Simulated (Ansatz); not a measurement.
Consider the following.

LaGe₂Ru₂:
Space group I4/mmm (No. 139); a = 4.308 Å, b = 4.308 Å, c = 10.140 Å, α = 90.00°, β = 90.00°, γ = 90.00°

```
atom  site  symmetry       x       y       z
----  ----  --------  ------  ------  ------
La      2a     4/mmm  0.0000  0.0000  0.0000
Ge      4e       4mm  0.0000  0.0000  0.3625
Ru      4d      -4m2  0.0000  0.5000  0.2500
```
(The calculation used a cell of 5 atoms; values per cell refer to that cell.)

This is the r²SCAN-relaxed structure.

All from plane-wave PAW r²SCAN (Ansatz code), unless another level is named. Predict the electronic character.

metallic (no gap).

Predict the formation energy from the elements (no fitted shifts).

-740 meV/atom.

Next, the density of states at the Fermi level?

0.37 states/eV per atom (mean over ±0.08 eV).

The workflow started from a Materials Project entry (that database holds measured and hypothetical structures alike); the Crystallography Open Database copy checked does not list it. Its standing as an ambient phase is unchecked. The r²SCAN relaxation kept the symmetry of its start; whether a distortion lowers the energy is not shown. The run is not spin-polarised. The references are the lowest solids computed at this level, not always the standard phases. Scalar-relativistic: spin–orbit coupling is off unless named, which matters more the heavier the elements.

Potentials: the later of the program's two PAW sets.
